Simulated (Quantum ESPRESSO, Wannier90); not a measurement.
Tight-binding from DFT: SrTiO$_{3}$ (cubic perovskite)

```
CELL_PARAMETERS angstrom
      3.91270     0.00000     0.00000
      0.00000     3.91270     0.00000
      0.00000     0.00000     3.91270
ATOMIC_POSITIONS crystal
  Sr 0.00000 0.00000 0.00000
  Ti 0.50000 0.50000 0.50000
  O  0.50000 0.00000 0.50000
  O  0.00000 0.50000 0.50000
  O  0.50000 0.50000 0.00000
```

Materials Project entry mp-5229; symmetrised, unrelaxed at this level. COD (Crystallography Open Database) records the formula in this space group. Ideal cubic forms of this type are often high-temperature phases that distort on cooling; symmetry holds the cell here, and its stability was not tested. Method: PBEsol plane waves in Quantum ESPRESSO 7.5 (PseudoDojo norm-conserving files, 68 Ry, spinors with spin-orbit coupling), Bloch states on a 6×6×6 mesh through Γ, Wannier90 4.0.1. Density: 8×8×8 mesh, cold smearing 0.01 Ry.

Base run: 28 functions from bands 23-76 of the 76 computed, start hydrogen-like Ti: d; O: p, centres 0.05 Å off the atoms, frozen window up to 3.33 eV relative to the valence-band maximum, outer window open. One thing is changed at a time; window edges are relative to the valence-band maximum. The misfit compares interpolated bands with pw.x on a high-symmetry path, for states up to 2.8 eV relative to the valence-band maximum. Converged means that the tolerances were met: symmetric starts can stop on a saddle, which shows as a larger Ω_OD at equal Ω_I and can move the misfit too.

```tsv
setting	functions	frozen to (eV)	Ω_I (Å²)	Ω_D (Å²)	Ω_OD (Å²)	rms misfit (meV)	worst (meV)	ended
base	28	3.33	23.50	0.00	0.35	1.1	10	converged
frozen window to 7.33 eV	28	7.33	–	–	–	–	–	stops: too many frozen states
no frozen window	28	none	16.86	0.00	0.10	861	1918	converged
outer window to 12.90 eV	28	3.33	23.82	0.00	0.37	0.9	9.4	converged
```
